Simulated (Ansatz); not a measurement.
MnPt:
```
CELL_PARAMETERS angstrom
      3.89233     0.00000     0.00000
      0.00000     3.89233     0.00000
      0.00000     0.00000     3.68345
ATOMIC_POSITIONS crystal
  Mn 0.00000 0.00000 0.00000
  Mn 0.50000 0.50000 0.00000
  Pt 0.50000 0.00000 0.50000
  Pt 0.00000 0.50000 0.50000
```
The run is spin-polarised; directions of the spins, atom by atom: ↑ ↓ 0 0.

Relaxed with PBEsol.

Question: Which orbitals make up the states near the Fermi level in the program Ansatz at the PBEsol level (PAW)?

Answer: Within 0.5 eV of the Fermi level: Mn 3d 70 %, Pt 5d 16 %, outside the projected shells 9 %. Projections are on Löwdin-orthogonalised atomic valence shells; empty p or d shells of many metals are not among them.

Question: Tabulate the density of states.

Answer: States/eV per cell of 4 atoms, in 0.25 eV bins, energy from the Fermi level.

```csv
E (eV),total,Pt 5d,Mn 3d,Pt 6s
-7.85,0.70,0.08,0.02,0.39
-7.60,0.81,0.12,0.03,0.43
-7.35,0.90,0.18,0.05,0.44
-7.10,1.20,0.38,0.11,0.48
-6.85,2.08,0.96,0.27,0.57
-6.60,2.94,1.59,0.38,0.60
-6.35,3.85,2.46,0.51,0.43
-6.10,5.07,3.45,0.70,0.31
-5.85,5.99,3.88,1.14,0.28
-5.60,6.39,4.48,1.36,0.27
-5.35,5.92,4.29,1.20,0.24
-5.10,4.58,3.24,1.08,0.12
-4.85,4.85,3.50,1.06,0.11
-4.60,4.03,2.76,0.92,0.14
-4.35,5.47,3.81,1.22,0.18
-4.10,5.88,3.75,1.71,0.17
-3.85,5.17,2.89,1.85,0.17
-3.60,4.83,2.62,1.83,0.15
-3.35,6.43,3.52,2.44,0.17
-3.10,6.44,3.52,2.39,0.19
-2.85,6.13,2.63,3.02,0.18
-2.60,6.86,2.48,3.98,0.14
-2.35,9.23,3.64,5.16,0.12
-2.10,5.79,2.41,3.02,0.09
-1.85,4.43,1.88,2.11,0.08
-1.60,4.90,1.81,2.18,0.14
-1.35,3.47,1.26,1.42,0.11
-1.10,2.62,1.16,1.10,0.06
-0.85,3.36,1.73,1.44,0.04
-0.60,2.09,1.02,0.92,0.03
-0.35,0.51,0.24,0.18,0.01
-0.10,0.42,0.12,0.19,0.01
0.15,1.12,0.17,0.73,0.05
0.40,7.74,0.94,5.88,0.22
0.65,8.49,1.19,6.55,0.31
0.90,9.31,1.56,6.98,0.30
1.15,5.89,0.99,4.28,0.24
1.40,3.90,0.57,2.63,0.23
1.65,1.97,0.26,1.28,0.12
1.90,1.68,0.21,1.03,0.09
2.15,0.96,0.09,0.47,0.07
2.40,0.87,0.09,0.37,0.07
2.65,1.00,0.10,0.40,0.10
2.90,1.67,0.17,0.68,0.23
3.15,1.61,0.15,0.55,0.23
3.40,1.28,0.11,0.36,0.18
3.65,1.17,0.09,0.27,0.16
3.90,1.06,0.07,0.21,0.15
4.15,0.98,0.06,0.17,0.13
4.40,0.90,0.05,0.13,0.12
4.65,0.82,0.04,0.10,0.10
```

Space group P4/mmm (L1₀ or tetragonal B2). The start of the workflow was typed in or built on a structure type; the Crystallography Open Database files this formula in space group No. 123, but the cells were not matched. Its standing as an ambient phase is unchecked. Symmetry was held in the PBEsol relaxation, as lowered by the spin order; whether a distortion lowers the energy is not shown. The final state is antiferromagnetic, chosen from 5 collinear starts compared on coarse meshes (ties went to the first, and starts can fall back to one state), not a proven ground state. Scalar-relativistic: spin–orbit coupling is off unless named, which matters more the heavier the elements.

Potentials: the earlier of the program's two PAW sets. The files were generated under PBE; for other functionals the program regenerates the frozen cores, and for LDA and PBEsol the local potential too.
